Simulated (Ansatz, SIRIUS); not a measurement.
This is a calculation of HPbNO4 for SIRIUS 7.12.0. Atoms were shifted at random by some hundredths of an Å from the given cell, which wasn't relaxed again for these runs. The cell comes from a database or a generator and needn't be the stable form of this composition.

File sirius.json:

```json
{
  "control": {
    "processing_unit": "cpu",
    "verbosity": 2,
    "num_bands_to_print": 32,
    "print_forces": true,
    "print_stress": true
  },
  "parameters": {
    "electronic_structure_method": "pseudopotential",
    "xc_functionals": ["XC_GGA_X_PBE", "XC_GGA_C_PBE"],
    "gk_cutoff": 9.2,
    "pw_cutoff": 18.4,
    "ngridk": [7, 6, 5],
    "shiftk": [0, 0, 0],
    "smearing": "fermi_dirac",
    "smearing_width": 0.0018374661,
    "num_bands": 32,
    "num_mag_dims": 0,
    "num_dft_iter": 100,
    "energy_tol": 1e-08,
    "density_tol": 1e-06
  },
  "iterative_solver": {
    "type": "davidson",
    "min_tolerance": 1e-10
  },
  "mixer": {
    "type": "anderson",
    "beta": 0.7,
    "max_history": 8
  },
  "settings": {
    "tol_ne": 1e-10,
    "pseudo_grid_cutoff": 6.5
  },
  "unit_cell": {
    "lattice_vectors": [
      [7.28880594351, 0.003363712502, -0.069126181639],
      [0.327924174406, 8.190753325533, -0.031123789273],
      [1.43246909425, 1.584969992507, 11.105202338498]
    ],
    "atom_coordinate_units": "lattice",
    "atom_types": ["H", "Pb", "N", "O"],
    "atom_files": {
      "Pb": "Pb.json",
      "O": "O.json",
      "N": "N.json",
      "H": "H.json"
    },
    "atoms": {
      "H": [
        [0.599287, 0.885785, 0.203233]
      ],
      "Pb": [
        [0.640546, 0.436636, 0.92054]
      ],
      "N": [
        [0.726599, 0.243079, 0.500999]
      ],
      "O": [
        [0.174002, 0.463536, 0.774409],
        [0.616267, 0.958017, 0.497938],
        [0.567426, 0.935577, 0.038072],
        [0.766849, 0.419126, 0.317102]
      ]
    }
  }
}
```

Potentials or basis: PseudoDojo 0.4.1 PBE standard (scalar relativistic).

The run is started by

```sh
$ upf_to_json Pb.upf
$ upf_to_json O.upf
$ upf_to_json N.upf
$ upf_to_json H.upf
$ OMP_NUM_THREADS=4 sirius.scf --input=sirius.json --output=out.json --task=0
```

Question: Translate it to Ansatz 0.2.0. Potentials or basis there: all-electron LAPW, scalar-relativistic.

Answer: As run (cutoffs and basis follow the program's own potentials, and thresholds, step limits or extra output files can differ):

The input input.yaml:

```yaml
crystal:
  lattice:
    - [3.85707, 0.00178, -0.03658]
    - [0.17353, 4.33436, -0.01647]
    - [0.75803, 0.83873, 5.87662]
  atoms:
    - { symbol: H, position: [0.599287, 0.885785, 0.203233] }
    - { symbol: Pb, position: [0.640546, 0.436636, 0.92054] }
    - { symbol: "N", position: [0.726599, 0.243079, 0.500999] }
    - { symbol: O, position: [0.174002, 0.463536, 0.774409] }
    - { symbol: O, position: [0.616267, 0.958017, 0.497938] }
    - { symbol: O, position: [0.567426, 0.935577, 0.038072] }
    - { symbol: O, position: [0.766849, 0.419126, 0.317102] }
kpoints:
  mp_grid: { grid: [7, 6, 5] }
scf:
  occupations: { method: fermi_dirac, width: 0.05 }
hamiltonian:
  xc: pbe
  pseudopotentials: { kind: all_electron, lapw: { basis_error: 0.002 } }
output:
  forces: true
  stress: true
  eigenvalues: true
  populations: true
```

Potentials or basis: all-electron LAPW, scalar-relativistic.

Run with:

```console
$ ansatz run input.yaml --threads 8 --pin off --max-ram 24576MiB --backend cpu --events-out ev --progress --plain --runs-dir out
```

Both were run:

|  | SIRIUS | Ansatz |
| --- | --- | --- |
| Pressure | -2.8 GPa | -3.1 GPa |
| Largest force | 4.152 eV/Å | 4.240 eV/Å |

Where Ansatz's input types no cutoff or centring, it takes its own default and a Γ-centred mesh.

Pressure is positive in compression.
